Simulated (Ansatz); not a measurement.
Bulk crystal (Ag) after relaxation:

```xyz
1
Lattice="0.0000 -2.0521 -2.0521 2.0521 0.0000 -2.0521 2.0521 -2.0521 0.0000" Properties=species:S:1:pos:R:3 pbc="T T T"
Ag    0.0000    0.0000    0.0000
```

Miller indices refer to the conventional cell of Fm-3m (No. 225), a = 4.104 Å, b = 4.104 Å, c = 4.104 Å, α = 90.00°, β = 90.00°, γ = 90.00°.

The (111) slab of 5 planes, 9.5 Å thick with 15 Å of vacuum as cut; outer planes Ag (top) and Ag (bottom).

All numbers below come from Ansatz 0.2.0, DFT r2SCAN, scalar-relativistic, plane waves, PAW. Plane waves to 500 eV, a k mesh through Γ of 12×12×1 on the computed 5-atom cell and Gaussian smearing (0.10 eV); no spin polarisation. The cell repeats along c with a dipole correction in the vacuum.

With the atoms at the bulk's places:

* Surface energy (mean of both faces): 0.94 J/m²
* Work function: 4.42 eV

(1) What changes when all atoms relax within this surface cell and its symmetry?

Answers

(1) The energy falls by 0.002 J/m² a face, and the largest move is 0.02 Å.

For the relaxed slab, the surface energy (mean of both faces) is 0.94 J/m² and the work function is 4.42 eV.

```tsv
plane (bottom to top)	atoms	spacing to next, bulk (Å)	relaxed (Å)	change (%)
1	Ag	2.370	2.374	+0.2
2	Ag	2.370	2.346	-1.0
3	Ag	2.370	2.346	-1.0
4	Ag	2.370	2.374	+0.2
5	Ag
```